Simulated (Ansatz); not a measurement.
**SrCdSiS4 with one atom moved — 33S NMR of the central transition**

Cell: a COD entry, relaxed with PBE at fixed cell and then changed (atom 9 (S) moved by 0.15 Å).

```cif
data_structure
_symmetry_space_group_name_H-M 'P 1'
_symmetry_Int_Tables_number 1
_cell_length_a 10.2821
_cell_length_b 5.9938
_cell_length_c 5.9938
_cell_angle_alpha 115.803
_cell_angle_beta 90.000
_cell_angle_gamma 90.000
_cell_volume 332.56
loop_
_atom_site_label
_atom_site_type_symbol
_atom_site_fract_x
_atom_site_fract_y
_atom_site_fract_z
_atom_site_occupancy
Sr1 Sr 0.00000 0.00181 0.00181 1
Sr2 Sr 0.50000 0.00181 0.00181 1
Cd3 Cd 0.75000 0.27402 0.60882 1
Cd4 Cd 0.25000 0.60882 0.27402 1
Si5 Si 0.75000 0.70659 0.27122 1
Si6 Si 0.25000 0.27122 0.70659 1
S7 S 0.41805 0.46429 0.91322 1
S8 S 0.58195 0.91322 0.46429 1
S9 S 0.09654 0.46429 0.91322 1
S10 S 0.91805 0.91322 0.46429 1
S11 S 0.75000 0.71301 0.91368 1
S12 S 0.25000 0.91368 0.71301 1
S13 S 0.75000 0.32555 0.19280 1
S14 S 0.25000 0.19280 0.32555 1
```

Sites (sets of like atoms) are named by element and the number of their first atom in this list.

Computed with Ansatz: DFT, PBE, plane waves and PAW, scalar-relativistic, 420 eV cutoff, Γ-centred 3×5×5 k-points, Fermi–Dirac smearing 0.02 eV.

33S has I = 3/2 and Q = -69.40 mb (Pyykkö 2018); at 28.2 T its Larmor frequency is ν₀ = 92.3 MHz. Only the quadrupole interaction is simulated: positions count from each site's isotropic chemical shift, and shift anisotropy, dipolar and J coupling are left out.

Question: Simulate the second-order pattern (static powder, Gaussian broadening 30 kHz) of site S7 (1 Si at 2.15 Å, 1 Cd at 2.60 Å, angle 81°; also 2 Sr at 3.14–3.16 Å).

Answer: The calculation gives C_Q = -15.7 MHz and η = 0.65, so ν_Q = 7.86 MHz and the centre of gravity lies at -828 ppm (-76.4 kHz).

```
offset (kHz)  height
      -402.8       0
      -382.7       6
      -362.6      25
      -342.5      37
      -322.4      39
      -302.3      41
      -282.2      43
      -262.1      44
      -242.0      47
      -221.9      49
      -201.8      52
      -181.7      55
      -161.6      59
      -141.5      64
      -121.4      71
      -101.3      84
       -81.2     100
       -61.1      95
       -41.0      84
       -20.9      80
        -0.8      80
        19.2      78
        39.3      83
        59.4      98
        79.5      76
        99.6      48
       119.7      41
       139.8      37
       159.9      34
       180.0      22
       200.1       5
       220.2       0
```

Without spin–orbit coupling (the program notes it for Cd) the gradients are little affected as a rule: paired runs on crystals with a gap mostly move them by under 2 % at such atoms. The atoms aren't relaxed after the move (largest force 2.4 eV/Å).

The run took 2.8 min of wall time (2.8 min of CPU time) and 0.91 GiB at its peak, on 1 thread of Arm Neoverse V2 (aarch64; 32 cores open to the job, memory cap 3.0 GiB, no GPU), a shared host with a load of 0.8 a core.
